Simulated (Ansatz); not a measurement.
Relaxed NaHF2 (space group R-3m):

```yaml
crystal:
  lattice:
    - [1.71311, 0.98906, 4.57029]
    - [-1.71311, 0.98906, 4.57029]
    - [0.00000, -1.97813, 4.57029]
  atoms:
    - { symbol: Na, position: [0.00000, 0.00000, 0.00000] }
    - { symbol: H, position: [0.50000, 0.50000, 0.50000] }
    - { symbol: F, position: [0.58278, 0.58278, 0.58278] }
    - { symbol: F, position: [0.41722, 0.41722, 0.41722] }
```

Two-dimensional scan of atom 4 (F, nearest neighbour H at 1.135 Å; its periodic images, 3.4 Å or more away, move with it): u runs along (0.707, 0.707, 0.000), v along (0.000, 0.000, 1.000) (Cartesian). Cell and other atoms are fixed.

Calculation: r2SCAN (plane waves to 500 eV, PAW, scalar-relativistic; Ansatz, a quantum-chemistry and plane-wave program). k mesh 9×9×9 (Γ-centred), Fermi-Dirac smearing 0.05 eV. Fu and Fv are the components of the force on the atom. NaHF2 was relaxed with its symmetry unable to fall.

Changes of Fv (eV/Å) from the point u = 0.000 Å, v = 0.000 Å when one coordinate moves alone (two changes are said to add if the coupling is within 5 % of the smaller one, nearly so within 20 %):

```csv
point,change
"u = 0.000 Å, v = -0.370 Å",2.571
"u = 0.000 Å, v = -0.185 Å",1.911
"u = -0.370 Å, v = 0.000 Å",0.756
"u = -0.185 Å, v = 0.000 Å",0.225
"u = 0.185 Å, v = 0.000 Å",0.251
"u = 0.370 Å, v = 0.000 Å",0.980
"u = 0.000 Å, v = 0.185 Å",-5.891
"u = 0.000 Å, v = 0.370 Å",-25.063
```

Q: What is the change at u = 0.370 Å, v = -0.185 Å, where both move, and how far is it from the sum?

A: The sum of the single changes is 0.980 + (1.911) = 2.891; the calculation gives 2.700, so the coupling contributes -0.191 (under 20 % of the smaller single change, nearly additive).

Q: Do the two effects add at u = 0.185 Å, v = -0.370 Å? Give the computed change.

A: The sum of the single changes is 0.251 + (2.571) = 2.822; the calculation gives 2.766, so the coupling contributes -0.056 (over 20 % of the smaller single change, not additive).

Q: Do the two effects add at u = -0.370 Å, v = -0.370 Å? Give the computed change.

A: The sum of the single changes is 0.756 + (2.571) = 3.327; the calculation gives 3.099, so the coupling contributes -0.228 (over 20 % of the smaller single change, not additive).

(For displaced atoms, the force is minus the slope of the energy, and its curvature is a force constant, which sets phonon frequencies.)
